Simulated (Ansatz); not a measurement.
La2O3 (La2O3 or Ni2Al3 type, P-3m1) at seven volumes, r²SCAN (plane waves, PAW; program Ansatz), shape and atoms relaxed at each. One row is withheld.

| V (Å³/atom) | P (GPa) |
|---|---|
| 14.953 | ? |
| 15.446 | 8.00 |
| 15.939 | 3.74 |
| 16.432 | 0.00 |
| 16.925 | -3.25 |
| 17.418 | -6.07 |
| 17.911 | -8.50 |

Fit the shown pressures and predict the withheld one.

P = (3/2)B₀(x^(7/2) − x^(5/2))[1 + (3/4)(B′ − 4)(x − 1)] with x = (V₀/V)^(2/3). Least squares on the six rows gives V₀ = 16.432 Å³/atom, B₀ = 116 GPa, B′ = 3.66. At V = 14.953, x = 1.0649 and P = 13.00 GPa. The run itself gave 12.91 GPa.

The cell was relaxed with r²SCAN under the symmetry of its start. Scalar-relativistic: spin–orbit coupling is off unless named, which matters more the heavier the elements.

Potentials: the later of the program's two PAW sets.
